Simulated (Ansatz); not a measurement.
ScGa:
```xyz
4
Lattice="2.0244 -5.0852 0.0000 2.0244 5.0852 0.0000 0.0000 0.0000 3.8684" Properties=species:S:1:pos:R:3 pbc="T T T"
Sc     2.0244     3.6842     2.9013
Sc     2.0244    -3.6842     0.9671
Ga     2.0244     0.8203     2.9013
Ga     2.0244    -0.8203     0.9671
```

Relaxed with r²SCAN. Special points in fractions of this cell's reciprocal vectors: Γ (0.000, 0.000, 0.000); Y (-0.500, 0.500, 0.000); C0 (-0.290, 0.710, 0.000); Σ0 (0.290, 0.290, 0.000); Z (0.000, 0.000, 0.500); A0 (0.290, 0.290, 0.500); E0 (-0.290, 0.710, 0.500); T (-0.500, 0.500, 0.500); S (0.000, 0.500, 0.000); R (0.000, 0.500, 0.500).

Q: List the band energies nearest the Fermi level at these points for r²SCAN in the plane-wave PAW code Ansatz.

A: In eV from the Fermi level; about four levels below and three above (degenerate sets whole), none deeper than 8.9 eV; points with the same levels are listed once.

| k | below | above |
|---|---|---|
| Γ | -4.59 -2.02 -0.60 -0.17 | 0.23 0.81 1.38 |
| Y | -0.59 -0.29 -0.11 -0.08 | 0.47 1.85 1.85 |
| C0 | -4.02 -1.03 -0.77 -0.68 | 1.11 1.39 1.96 |
| Z | -0.57 -0.57 -0.34 -0.34 | 2.95 2.95 3.14 3.14 |
| A0 | -2.25 -2.25 -1.66 -1.66 | 0.38 0.38 2.54 2.54 |
| T | -3.35 -3.35 -0.09 -0.09 | 0.70 0.70 1.98 1.98 |
| S | -3.21 -2.24 -0.75 -0.57 | 0.90 1.42 2.08 |
| R | -1.36 -1.36 -0.01 -0.01 | 2.81 2.81 3.14 3.14 |

Space group Cmcm. The first step of the workflow began from a Materials Project structure, measured or hypothetical; the Crystallography Open Database files this formula in space group No. 63, but the cells were not matched. Whether it is the stable phase at ambient conditions was not checked. The r²SCAN relaxation kept the symmetry of its start; whether a distortion lowers the energy is not shown. No spin polarisation was allowed. Spin–orbit coupling is left out wherever it is not named.

Potentials: the later of the program's two PAW sets.
